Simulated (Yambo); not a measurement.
A G0W0@PBEsol run in Yambo for KPSO$_{3}$H$_{2}$ (space group Cm, No. 8) (2×2×2 Γ-centred k mesh, 171 bands and a 7 Ry block in the screening, 171 bands in G with the Bruneval-Gonze terminator, plasmon pole fitted at 27.2 eV) gives these matrix elements, in eV, at the band edges ((0, 0, -0.5) → Γ):

```json
[
 {"state": "valence edge", "E0": "0.000", "<Vxc>": "-13.003", "<Σx>": "-16.721", "<Σc(E0)>": "1.611", "Z": "0.825"},
 {"state": "conduction edge", "E0": "4.427", "<Vxc>": "-9.765", "<Σx>": "-5.364", "<Σc(E0)>": "-3.285", "Z": "0.862"}
]
```

Solve the linearised quasiparticle equation for both states, give the gap, and say how exchange and correlation each act on it.

E = E0 + Z(Σx + Σc − Vxc). Valence: 0.000 + 0.825 × (-16.721 + (1.611) − (-13.003)) = -1.74 eV. Conduction: 4.427 + 0.862 × (-5.364 + (-3.285) − (-9.765)) = 5.39 eV. The gap is 7.13 eV, against 4.43 eV in PBEsol. Replacing Vxc by bare exchange alone would open it by 8.12 eV; correlation takes back 4.90 eV of that, and Z scales what is left. Nearest settings tried, and what they do to the gap: 110 bands in W, 110 bands in G: -9 meV; 3 Ry block (79 vectors against 257): -297 meV. Not varied: mesh. So the settings aren't converged at that level. The k mesh is coarse. 

Geometry of the Materials Project entry, not relaxed at this level; primitive cell a = b = 4.5821 Å, c = 6.0170 Å, α = β = 103.05°, γ = 88.15°.
